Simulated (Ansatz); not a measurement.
**BiTe: pressure against volume**

A database entry relaxed whole under r2SCAN (Fm-3m):

```yaml
crystal:
  lattice:
    - [0.00000, 3.23745, 3.23745]
    - [3.23745, 0.00000, 3.23745]
    - [3.23745, 3.23745, 0.00000]
  atoms:
    - { symbol: Bi, position: [0.00000, 0.00000, 0.00000] }
    - { symbol: Te, position: [0.50000, 0.50000, 0.50000] }
```

The cell was scaled uniformly, its shape held, and the atoms relaxed at each volume with plane-wave PAW DFT (Ansatz 0.2.0; r2SCAN, 500 eV, 9×9×9 Γ-centred mesh, fermi-dirac occupations of width 0.100 eV; no spin, no spin-orbit coupling). One row is withheld.

```json
{"volume (Å³/atom)": "31.896", "energy over the lowest (meV/atom)": "20.2", "pressure (GPa)": "3.56"}
{"volume (Å³/atom)": "32.575", "energy over the lowest (meV/atom)": "?", "pressure (GPa)": "?"}
{"volume (Å³/atom)": "33.253", "energy over the lowest (meV/atom)": "1.8", "pressure (GPa)": "1.03"}
{"volume (Å³/atom)": "33.932", "energy over the lowest (meV/atom)": "0.0", "pressure (GPa)": "-0.04"}
{"volume (Å³/atom)": "34.611", "energy over the lowest (meV/atom)": "2.5", "pressure (GPa)": "-0.99"}
{"volume (Å³/atom)": "35.289", "energy over the lowest (meV/atom)": "8.9", "pressure (GPa)": "-1.85"}
{"volume (Å³/atom)": "35.968", "energy over the lowest (meV/atom)": "18.6", "pressure (GPa)": "-2.61"}
```

Q: Fit the pressures of the other rows to the third-order Birch-Murnaghan form.

A: With f = [(V₀/V)^(2/3) − 1]/2 and P = 3B₀f(1 + 2f)^(5/2)[1 + 3(B₀′ − 4)f/2], least squares gives V₀ = 33.91 Å³ an atom, B₀ = 50.6 GPa and B₀′ = 4.6; the rows miss the fit by less than 0.01 GPa. The slope of the energies differs from these pressures by 0.07 GPa, since they are taken to zero smearing while pressures follow the free energy.

Q: What does the withheld row hold?

A: The fit gives 2.22 GPa at 32.575 Å³; the run gave 2.22 GPa and 8.3 meV an atom.

Caveats: the shape of the cell was held; 0 K, fixed nuclei; the symmetry was kept, and this need not be the phase that is stable at 0 K; one mesh for all volumes; pressure is positive in compression.
